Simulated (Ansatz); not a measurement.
In₂TeO₂:
```cif
data_In2O2Te
_chemical_formula_sum 'In2 Te1 O2'
_space_group_name_H-M_alt 'P-3m1'
_space_group_IT_number 164
_space_group_name_Hall '-P 3 2"'
_cell_length_a 3.80527
_cell_length_b 3.80527
_cell_length_c 7.27558
_cell_angle_alpha 90.000
_cell_angle_beta 90.000
_cell_angle_gamma 120.000
loop_
_atom_site_label
_atom_site_type_symbol
_atom_site_symmetry_multiplicity
_atom_site_Wyckoff_symbol
_atom_site_fract_x
_atom_site_fract_y
_atom_site_fract_z
_atom_site_occupancy
In1 In 2 d 0.33333 0.66667 0.19101 1
Te1 Te 1 b 0.00000 0.00000 0.50000 1
O1 O 2 d 0.66667 0.33333 0.11905 1
```

Relaxed at zero pressure with PBE (plane waves, PAW; program Ansatz).

Problem. The volume is raised by 6 % and shape and atoms relax at that volume. What pressure results, and how do the axes share the change?

Solution. -4.1 GPa; a 1.4 %, b 1.4 %, c 3.1 %; the energy rises by 15 meV/atom.

Problem. Give the new structure.

Solution. 
Space group P-3m1 (No. 164); a = 3.859 Å, b = 3.859 Å, c = 7.500 Å, α = 90.00°, β = 90.00°, γ = 120.00°

| atom | site | symmetry | x | y | z |
|---|---|---|---|---|---|
| In | 2d | 3m. | 0.3333 | 0.6667 | 0.1859 |
| Te | 1b | -3m. | 0.0000 | 0.0000 | 0.5000 |
| O | 2d | 3m. | 0.6667 | 0.3333 | 0.1172 |

The phase is kept; no other phase was compared at this pressure.

The start of the workflow was typed in or built on a structure type; neither database checked (COD, Materials Project) lists it. Whether it is the stable phase at ambient conditions was not checked. Symmetry was held in the PBE relaxation; whether a distortion lowers the energy is not shown. Spin–orbit coupling is left out wherever it is not named.

Potentials: the later of the program's two PAW sets.
